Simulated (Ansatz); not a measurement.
Input, command and steps of an Ansatz relaxation.

```yaml
crystal:
  lattice:
    - [2.2677396745, 1.3092801115, 7.7746223845]
    - [-2.2677396745, 1.3092801115, 7.7746223845]
    - [0.0, -2.618560223, 7.7746223845]
  atoms:
    - { symbol: Sr, position: [0.0, 0.0, 0.0] }
    - { symbol: Ag, position: [0.142144622, 0.142144622, 0.142144622] }
    - { symbol: Ag, position: [0.857855378, 0.857855378, 0.857855378] }
    - { symbol: Ag, position: [0.4352419651, 0.4352419651, 0.4352419651] }
    - { symbol: Ag, position: [0.5647580349, 0.5647580349, 0.5647580349] }
    - { symbol: Sb, position: [0.2589827462, 0.2589827462, 0.2589827462] }
    - { symbol: Sb, position: [0.7410172538, 0.7410172538, 0.7410172538] }
basis:
  ecutwfc: 420
kpoints:
  mp_grid: { grid: [12, 12, 12] }
hamiltonian:
  xc: pbesol
scf:
  occupations: { method: gaussian, width: 0.1 }
output:
  forces: true
  stress: true
  eigenvalues: true
relax:
  adjacent_minimum: "off"
  f_tol: 0.01
  max_steps: 30
  cell: { stress_tol: 0.1, fix: [volume] }
```

```bash
ansatz run input.yaml --threads 2 --pin off --max-ram 5120MiB --backend cpu --events-out ev --progress --plain --runs-dir out
```

Theory: DFT PBEsol, scalar-relativistic, plane waves, PAW in Ansatz.

The volume is held at 0.88 times that of the relaxed cell.

Of 5 frames 4 are shown, positions in Å and forces in eV/Å; the SCF threshold varies from step to step. Steps run on the plane waves of an earlier cell, with a Pulay correction in the pressure. The basis is chosen afresh for the last frame, the zero of the energies, and at times for earlier ones too; energy and pressure can step there, also at an unchanged geometry. Where two frames share a geometry here, they differ by under 2 meV/atom and 0.3 GPa. The mark taken_back stands on steps that the optimiser undid.

```xyz
7
Lattice="2.2677 1.3093 7.7746 -2.2677 1.3093 7.7746 0.0000 -2.6186 7.7746" Properties=species:S:1:pos:R:3:forces:R:3 pbc="T T T" step=1 free_energy_over_end_meV_per_atom=1.23 pressure_GPa=10.93
Sr    0.0000    0.0000    0.0000    0.0000    0.0000    0.0000
Ag    0.0000    0.0000    3.3154    0.0000    0.0000   -0.0427
Ag    0.0000    0.0000   20.0085    0.0000    0.0000    0.0427
Ag    0.0000    0.0000   10.1515    0.0000    0.0000   -0.0199
Ag    0.0000    0.0000   13.1723    0.0000    0.0000    0.0199
Sb    0.0000    0.0000    6.0405    0.0000    0.0000    0.2156
Sb    0.0000    0.0000   17.2834    0.0000    0.0000   -0.2156
7
Lattice="2.2784 1.3154 7.7023 -2.2784 1.3154 7.7023 0.0000 -2.6308 7.7023" Properties=species:S:1:pos:R:3:forces:R:3 pbc="T T T" step=2 free_energy_over_end_meV_per_atom=1.74 pressure_GPa=9.75 taken_back
Sr    0.0000    0.0000    0.0000    0.0000    0.0000    0.0000
Ag    0.0000    0.0000    3.2866    0.0000    0.0000    0.0706
Ag    0.0000    0.0000   19.8204    0.0000    0.0000   -0.0706
Ag    0.0000    0.0000   10.0274    0.0000    0.0000    0.0640
Ag    0.0000    0.0000   13.0796    0.0000    0.0000   -0.0640
Sb    0.0000    0.0000    6.0531    0.0000    0.0000   -0.2957
Sb    0.0000    0.0000   17.0539    0.0000    0.0000    0.2957
7
Lattice="2.2749 1.3134 7.7261 -2.2749 1.3134 7.7261 0.0000 -2.6268 7.7261" Properties=species:S:1:pos:R:3:forces:R:3 pbc="T T T" step=3 free_energy_over_end_meV_per_atom=0.01 pressure_GPa=10.32
Sr    0.0000    0.0000    0.0000    0.0000    0.0000    0.0000
Ag    0.0000    0.0000    3.2940    0.0000    0.0000    0.0058
Ag    0.0000    0.0000   19.8842    0.0000    0.0000   -0.0058
Ag    0.0000    0.0000   10.0759    0.0000    0.0000    0.0111
Ag    0.0000    0.0000   13.1023    0.0000    0.0000   -0.0111
Sb    0.0000    0.0000    6.0342    0.0000    0.0000   -0.0130
Sb    0.0000    0.0000   17.1440    0.0000    0.0000    0.0130
7
Lattice="2.2754 1.3137 7.7224 -2.2754 1.3137 7.7224 0.0000 -2.6274 7.7224" Properties=species:S:1:pos:R:3:forces:R:3 pbc="T T T" step=5 free_energy_over_end_meV_per_atom=0.00 pressure_GPa=10.33
Sr    0.0000    0.0000    0.0000    0.0000    0.0000    0.0000
Ag    0.0000    0.0000    3.2922    0.0000    0.0000    0.0009
Ag    0.0000    0.0000   19.8749    0.0000    0.0000   -0.0009
Ag    0.0000    0.0000   10.0726    0.0000    0.0000    0.0053
Ag    0.0000    0.0000   13.0945    0.0000    0.0000   -0.0053
Sb    0.0000    0.0000    6.0305    0.0000    0.0000   -0.0022
Sb    0.0000    0.0000   17.1366    0.0000    0.0000    0.0022
```

The run took 2.3 min on 2 threads of Intel(R) Xeon(R) 6975P-C (Granite Rapids), on a shared host, peak memory 1.4 GiB.